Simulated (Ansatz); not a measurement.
**Computed properties of CoGe2**

CoGe2:
```
CoGe2
1.0
    4.52435     0.00000     0.00000
   -2.26218     3.91821     0.00000
    0.00000     0.00000     2.59042
Co Ge
1 2
Direct
  0.00000   0.00000   0.00000
  0.33333   0.66667   0.50000
  0.66667   0.33333   0.50000
```
The run is spin-polarised; directions of the spins, atom by atom: ↑ 0 0.

Space group P6/mmm (No. 191); conventional cell a = 4.5244 Å, b = 4.5244 Å, c = 2.5904 Å, α = 90.00°, β = 90.00°, γ = 120.00°.

Method: DFT-PBE+D3(BJ) in the program Ansatz with PAW potentials. The cell and atoms are relaxed at this level. Other levels are named where they apply.

Cell and energy:

| Property | Result |
|---|---|
| Volume per atom | 15.31 Å³ |
| Density | 7.38 g/cm³ |
| Formation energy from the elements (no fitted shifts) | 0.41 eV/atom |

Electronic structure:

| Quantity | Result |
|---|---|
| Electronic character | metallic (no gap) |
| Density of states at the Fermi level | 0.83 states/eV per atom (mean over ±0.08 eV) |

Magnetism:

| Property | Value |
|---|---|
| Magnetic order | ferromagnetic |
| Net moment | 0.54 μB per atom |

The cell is a constructed one: a structure type filled with these elements; neither database checked (COD, Materials Project) lists it. Whether it is the stable phase at ambient conditions was not checked. The cell was relaxed with PBE+D3(BJ) under the symmetry of its start; its stability against distortions is not shown here. Spin order of the final state: ferromagnetic, the only order run, not a proven ground state. The cell computed holds one magnetic atom, so no antiferromagnetic order was within reach. The references are the lowest solids computed at this level, not always the standard phases. Scalar-relativistic: spin–orbit coupling is off unless named, which matters more the heavier the elements.

Potentials: the earlier of the program's two PAW sets.
